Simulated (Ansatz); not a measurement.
Structure relaxation, Be

The start is a relaxed Be cell displaced along its unstable phonon at q = (½, 0, 0) of its primitive reciprocal cell (73i cm⁻¹), largest move 0.15 Å. A full variable-cell relaxation at zero pressure is run with r2SCAN (plane waves to 500 eV, PAW, scalar-relativistic; Ansatz, an electronic-structure program). The first steps use a coarse 9×18×18 k-mesh.

The start:
```yaml
crystal:
  lattice:
    - [-2.50024, 2.50024, 2.50024]
    - [1.25012, -1.25012, 1.25012]
    - [1.25012, 1.25012, -1.25012]
  atoms:
    - { symbol: Be, position: [0.00000, 0.95758, 0.04242] }
    - { symbol: Be, position: [0.50000, 0.04242, 0.95758] }
```

- Energy released = 0.10 eV/atom
- Volume change = +1.2 %, from 7.81 to 7.91 Å³/atom
- Relative to the parent = It does not go back: it reaches P6₃/mmc (No. 194), hcp (Mg type), 0.10 eV/atom below the parent
- Shortest distances (start → end) = The closest pairs of elements (up to four, under 3.6 Å), start → end: Be–Be 2.17 → 2.21 Å
- Band gap at the end = no gap (metallic)
- Optimiser moves = 10

It ends as:

```cif
data_Be2
_chemical_formula_sum 'Be2'
_space_group_name_H-M_alt 'P63/mmc'
_space_group_IT_number 194
_space_group_name_Hall '-P 6c 2c'
_cell_length_a 2.26369
_cell_length_b 2.26369
_cell_length_c 3.56387
_cell_angle_alpha 90.000
_cell_angle_beta 90.000
_cell_angle_gamma 120.000
loop_
_atom_site_label
_atom_site_type_symbol
_atom_site_symmetry_multiplicity
_atom_site_Wyckoff_symbol
_atom_site_fract_x
_atom_site_fract_y
_atom_site_fract_z
_atom_site_occupancy
Be1 Be 2 c 0.33333 0.66667 0.25000 1
```

Final values are on a 23×23×13 k-mesh of the relaxed cell. No spin polarisation in the result.

The run could not lose the symmetry of its start.

Of the parent cell (Im-3m (No. 229)): it is a generated cell of Be: the first start was made by placing the elements on the sites of a structure type, and the end was not matched to a known phase here, so it may be hypothetical. Known forms of Be include space group No. 194.
